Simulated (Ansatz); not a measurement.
# Relaxing a structure of Mo2C

The start is a randomly generated symmetric cell of Mo2C (space group No. 191). A full variable-cell relaxation at zero pressure is run with PBEsol (plane waves to 420 eV, PAW, scalar-relativistic; Ansatz, a quantum-chemistry and plane-wave program). The first steps use a coarse 6×6×10 k-mesh.

The start:
```
Mo2C
1.0
    4.72555     0.00000     0.00000
   -2.36278     4.09245     0.00000
    0.00000     0.00000     2.30020
C Mo
1 2
Direct
  0.00000   0.00000   0.00000
  0.33333   0.66667   0.00000
  0.66667   0.33333   0.00000
```

Question: How much energy is released per atom?

Answer: 0.52 eV/atom.

Question: How do the shortest distances between atoms change?

Answer: The closest pairs of elements (up to four, under 3.6 Å), start → end: C–C 2.30 → 2.86 Å; Mo–Mo 2.30 → 2.40 Å; C–Mo 2.73 → 2.40 Å.

Question: What band gap does the relaxed structure have at this level?

Answer: No gap (metallic).

Question: Give the final cell and atomic positions.

Answer: 
Space group P6/mmm (No. 191); a = b = 4.149 Å, c = 2.857 Å, α = β = 90.00°, γ = 120.00°

```tsv
atom	site	symmetry	x	y	z
C	1a	6/mmm	0.0000	0.0000	0.0000
Mo	2c	-6m2	0.3333	0.6667	0.0000
```

The space group stays P6/mmm (No. 191) (the run could not lower it), with 3 atoms in the primitive cell. Final values are on a 13×13×16 k-mesh of the relaxed cell. The start holds a very short contact (C–C 2.30 Å). No spin polarisation in the result.

The run could not lower the symmetry of its start; a shaken copy of this end point relaxes with PBEsol to Amm2 (No. 38), 1.64 eV/atom lower.

The relaxed structure here is a generated cell of Mo2C: the first start was made by a random draw of sites in a space group, and the end was not matched to a known phase here, so it may be hypothetical.
